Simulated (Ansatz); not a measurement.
Input:

Si3N4:
```
Si3N4
1.0
    0.00000     3.84563     3.84563
    3.84563     0.00000     3.84563
    3.84563     3.84563     0.00000
Si N
6 8
Direct
  0.62500   0.62500   0.62500
  0.12500   0.62500   0.62500
  0.62500   0.12500   0.62500
  0.62500   0.62500   0.12500
  0.25000   0.25000   0.25000
  0.00000   0.00000   0.00000
  0.86757   0.86757   0.86757
  0.39728   0.86757   0.86757
  0.86757   0.39728   0.86757
  0.86757   0.86757   0.39728
  0.38243   0.38243   0.38243
  0.85272   0.38243   0.38243
  0.38243   0.85272   0.38243
  0.38243   0.38243   0.85272
```

This is the LDA-relaxed structure.

Problem. All from the program Ansatz at the LDA level (PAW), unless another level is named. Predict the band gap.

Solution. 3.36 eV (indirect).

Problem. What about the conduction-band minimum?

Solution. at Γ.

Problem. What about the weight of the conduction-edge state by species (Voronoi cells)?

Solution. Si 56 %, N 44 %.

Problem. Give the valence-band maximum.

Solution. on the K–Γ line, 57 % of the way from K.

Space group Fd-3m. The cell was relaxed with LDA under the symmetry of its start; phonons on a q-mesh show no instability.

Potentials: the later of the program's two PAW sets.
